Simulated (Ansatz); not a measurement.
# Data sheet: ZnS (DFT)

ZnS:
```xyz
4
Lattice="3.5902 0.0000 0.0000 -1.7951 3.1092 0.0000 0.0000 0.0000 5.8800" Properties=species:S:1:pos:R:3 pbc="T T T"
Zn     0.0000     0.0000     0.0000
Zn     0.0000     0.0000     2.9400
S      0.0000     2.0728     1.4700
S      1.7951     1.0364     4.4100
```

Space group P6_3/mmc (No. 194), NiAs type; conventional cell a = b = 3.590 Å, c = 5.880 Å, α = β = 90.00°, γ = 120.00°.

Method: plane-wave PAW r²SCAN (Ansatz code). Structure relaxed to zero pressure with the same functional. Other levels are named where they apply.

**Cell and energy**

```json
{
 "volume_per_atom": "16.41 Å³",
 "density": "4.93 g/cm³",
 "Formation energy from the elements (no fitted shifts)": "-62 kJ/mol of atoms"
}
```

**Electronic structure**

```json
{
  "band_gap": "0.82 eV (indirect)",
  "valence_band_maximum": "on the Γ–M line, 37 % of the way from Γ",
  "conduction_band_minimum": "at K (2 equivalent valleys)",
  "smallest_direct_gap_on_the_standard_path": "2.38 eV",
  "electron_effective_mass": "0.21, 0.31, 0.31 mₑ (principal values)",
  "hole_effective_mass": "0.21, 1.1, 3.6 mₑ (principal values)",
  "HSE06 gap on the r²SCAN cell": "1.48 eV"
}
```

**Mechanics**

```json
{
 "Bulk modulus (Birch–Murnaghan fit)": "97.5 GPa",
 "Pressure derivative B′": "4.4",
 "Elastic constants (relaxed ions, GPa)": "C11 = 142, C12 = 87.7, C13 = 58.1, C33 = 188, C44 = 0.3",
 "mechanical_stability": "marginal (the smallest eigenvalue of C is near zero)"
}
```

**Charges**

```json
{
  "bader_charges": "Zn +1.04, S -1.04 e"
}
```

The start of the workflow was typed in or built on a structure type; neither database checked (COD, Materials Project) lists it. It is not the phase usual at ambient conditions (space group No. 186, 216). The r²SCAN relaxation kept the symmetry of its start; whether a distortion lowers the energy is not shown. The references are the lowest solids computed at this level, not always the standard phases.

Potentials: the earlier of the program's two PAW sets. The files were generated under PBE; for other functionals the program regenerates the frozen cores, and for LDA and PBEsol the local potential too.
